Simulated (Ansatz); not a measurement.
Several occupations of a rock salt lattice at one composition, 3 Hf, 2 Mo, 2 W, 3 Al; 10 N. Sites, in fractions of the cell 2.124 2.124 4.248; -2.124 -2.124 4.248; 6.372 -4.248 2.124 Å:

| cell | sites |
| --- | --- |
| all | N (0.05 0.25 0.40), N (0.15 0.75 0.20), N (0.25 0.25 0.00), N (0.35 0.75 0.80), N (0.45 0.25 0.60), N (0.55 0.75 0.40), N (0.65 0.25 0.20), N (0.75 0.75 0.00), N (0.85 0.25 0.80), N (0.95 0.75 0.60) |
| 1 | Al (0.20 0.00 0.60), Al (0.50 0.50 0.00), Al (0.60 0.00 0.80), Hf (0.10 0.50 0.80), Hf (0.70 0.50 0.60), Hf (0.90 0.50 0.20), Mo (0.00 0.00 0.00), Mo (0.80 0.00 0.40), W (0.30 0.50 0.40), W (0.40 0.00 0.20) |
| 2 | Al (0.20 0.00 0.60), Al (0.70 0.50 0.60), Al (0.90 0.50 0.20), Hf (0.00 0.00 0.00), Hf (0.30 0.50 0.40), Hf (0.60 0.00 0.80), Mo (0.50 0.50 0.00), Mo (0.80 0.00 0.40), W (0.10 0.50 0.80), W (0.40 0.00 0.20) |
| 3 | Al (0.10 0.50 0.80), Al (0.60 0.00 0.80), Al (0.70 0.50 0.60), Hf (0.00 0.00 0.00), Hf (0.40 0.00 0.20), Hf (0.50 0.50 0.00), Mo (0.30 0.50 0.40), Mo (0.90 0.50 0.20), W (0.20 0.00 0.60), W (0.80 0.00 0.40) |

Each was relaxed without symmetry on coarser meshes and computed once more. Method: DFT PBEsol, scalar-relativistic, plane waves, PAW (Ansatz 0.2.0).

Settings: cutoff 420 eV, Γ-centred mesh 7×7×5 on the computed 20-atom cell, Gaussian smearing of 0.10 eV; no spin polarisation.

Warren–Cowley parameters of the first shell of the sublattice with most elements (negative: unlike neighbours preferred):
```
cell Al-Hf Al-Mo Al-W  Hf-Mo Hf-W   Mo-W
   1  -0.20  -0.11   0.03  -0.11   0.03  -0.25
   2  -0.20  -0.25  -0.11  -0.25  -0.39  -0.25
   3   0.07   0.31  -0.25  -0.25   0.31  -0.25
```

Task: Which occupation is lowest in energy, and by how much?

Result: Cells 1, 3 are lowest, within 8 meV/atom of each other and so too close to rank here.
```json
{"cell": "1", "E − E(lowest) (meV/atom)": "0.0", "V (Å³/atom)": "9.96"}
{"cell": "3", "E − E(lowest) (meV/atom)": "5.7", "V (Å³/atom)": "9.97"}
{"cell": "2", "E − E(lowest) (meV/atom)": "27.6", "V (Å³/atom)": "9.98"}
```

The final mesh leaves forces up to 0.10 eV/Å and stresses up to 0.2 GPa: the relaxation ran on a coarser mesh, so the cell's shape, its bonds and its energy belong partly to that mesh.

Spin–orbit coupling is left out, which can shift energies with elements as heavy as these. Spin polarisation was left out, and a magnetic state may lie lower.

Cost: 6 runs of about 52 core-minutes in all (earlier runs that led there not counted), on Intel Xeon Platinum 8259CL (Skylake/Cascade Lake) (shared hosts).